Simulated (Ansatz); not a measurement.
The relaxed structure here is a generated cell of SnO2: the first start was made by placing the elements on the sites of a structure type, and the end was not matched to a known phase here, so it may be hypothetical. Known forms of SnO2 include space group No. 136.

A structure of SnO$_{2}$ relaxed with PBEsol (plane waves to 420 eV, PAW, scalar-relativistic; Ansatz, an electronic-structure program); single points at other levels follow on the same geometry (Ansatz, PAW; HSE06 at 420 eV on a 6×6×4 k-mesh; no spin-orbit coupling). Space group P2₁/m (No. 11).

Space group P2₁/m (No. 11); a = 3.7481 Å, b = 3.4402 Å, c = 5.4614 Å, α = 90.00°, β = 101.21°, γ = 90.00°

```json
[
 {"atom": "Sn", "site": "2e", "symmetry": "m", "x": "0.1842", "y": "0.2500", "z": "0.2654"},
 {"atom": "O", "site": "2e", "symmetry": "m", "x": "0.2458", "y": "0.7500", "z": "0.0781"},
 {"atom": "O", "site": "2e", "symmetry": "m", "x": "0.7364", "y": "0.2500", "z": "0.4351"}
]
```

| level | gap (eV) | kind | conduction minimum |
|---|---|---|---|
| PBEsol | 0.99 | indirect | Γ |
| HSE06 | ___ | – | ___ |

### Question
Complete the blanks.

### Answer

- HSE06, gap (eV): 2.61
- HSE06, conduction minimum: Γ

HSE06 gaps come from a coarse mesh plus a few chosen points, so they may be too large. No spin polarisation in the result.

It was reached from a disturbed copy of a P4₂/mnm (No. 136) cell (rutile type), against which it lies +130 meV/atom.
